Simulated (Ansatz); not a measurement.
Rh: computed property card

Rh (bcc (W type), Im-3m), a = 3.0442 Å, b = 3.0442 Å, c = 3.0442 Å, α = 90.00°, β = 90.00°, γ = 90.00°; the cell used has 1 atom.

Space group Im-3m (No. 229), bcc (W type); conventional cell a = 3.0442 Å, b = 3.0442 Å, c = 3.0442 Å, α = 90.00°, β = 90.00°, γ = 90.00°.

Method: r²SCAN (plane waves, PAW; program Ansatz). Geometry: relaxed at this level of theory. Other levels are named where they apply.

Cell and energy:

```
Property              Result
---------------  -----------
Volume per atom     14.11 Å³
Density          12.11 g/cm³
```

Electronic structure:

```
Quantity                                                                    Value
------------------------------------  -------------------------------------------
Electronic character                                            metallic (no gap)
Density of states at the Fermi level  2.5 states/eV per atom (mean over ±0.08 eV)
Gap with spin–orbit coupling                                      none (metallic)
```

Mechanics:

```
Quantity                                                                Value
-------------------------------------  --------------------------------------
Bulk modulus (Birch–Murnaghan fit)                                    256 GPa
Pressure derivative B′                                                    5.1
Elastic constants (relaxed ions, GPa)        C11 = 52.2, C12 = 359, C44 = 158
Mechanical stability                   unstable (C has a negative eigenvalue)
```

The start of the workflow was typed in or built on a structure type; the Crystallography Open Database copy checked does not list it. It is not the phase usual at ambient conditions (space group No. 225). Symmetry was held in the r²SCAN relaxation. The run is not spin-polarised. As this level gives no gap, shear constants depend on the k-mesh and smearing (Fermi–Dirac, 0.1 eV here). On the denser mesh and wider smearing of the elastic run this cell carries a stress of 0.4 GPa. Spin–orbit coupling is left out wherever it is not named.

Potentials: the earlier of the program's two PAW sets.
